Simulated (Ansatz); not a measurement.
Bi2Pd, one cell by several methods

```
CELL_PARAMETERS angstrom
-1.64668 1.64668 6.35898
1.64668 -1.64668 6.35898
1.64668 1.64668 -6.35898
ATOMIC_POSITIONS crystal
Bi 0.36300 0.36300 0.00000
Bi 0.63700 0.63700 0.00000
Pd 0.00000 0.00000 0.00000
```

Atoms are numbered in the order listed.

The cell is COD entry 9012857, as deposited and not checked against the literature; nothing was relaxed. The listed cell was then made from it by scaling, straining or moving an atom.

Spin polarisation is left out, and whether a magnetic state lies lower isn't shown here.

No spin–orbit coupling, which matters for the heavy atoms here.

Levels of theory: DFT, PBEsol, PAW with Ansatz's default frozen-core files, scalar-relativistic (Ansatz 0.2.0); DFT, PBEsol, all-electron LAPW, scalar-relativistic (Ansatz 0.2.0).

For PAW: a Γ-centred 15×15×15 k mesh, Fermi–Dirac smearing of 0.08 eV, cutoff 420 eV, no spin polarisation; the PAW files were made with PBE, and the program remakes their frozen cores for this functional. LAPW targets a basis error of 1 meV/atom. The Ansatz runs share mesh, smearing and spin set-up. Plane-wave (PAW) pressures include the program's estimate of the Pulay term.

Stress and pressure are positive in compression.

The change that made this cell: volume scaled by 0.94.

PAW results:

```csv
quantity,PAW
pressure (GPa),4.83
stress xx (GPa),5.15
stress zz (GPa),4.21
"force on Bi1, z (eV/Å)",-0.272
```

(1) What does full-potential LAPW give for the same quantities?

Answers

(1) 
```json
{"quantity": "pressure (GPa)", "LAPW": "4.85"}
{"quantity": "stress xx (GPa)", "LAPW": "5.16"}
{"quantity": "stress zz (GPa)", "LAPW": "4.22"}
{"quantity": "force on Bi1, z (eV/Å)", "LAPW": "-0.271"}
```
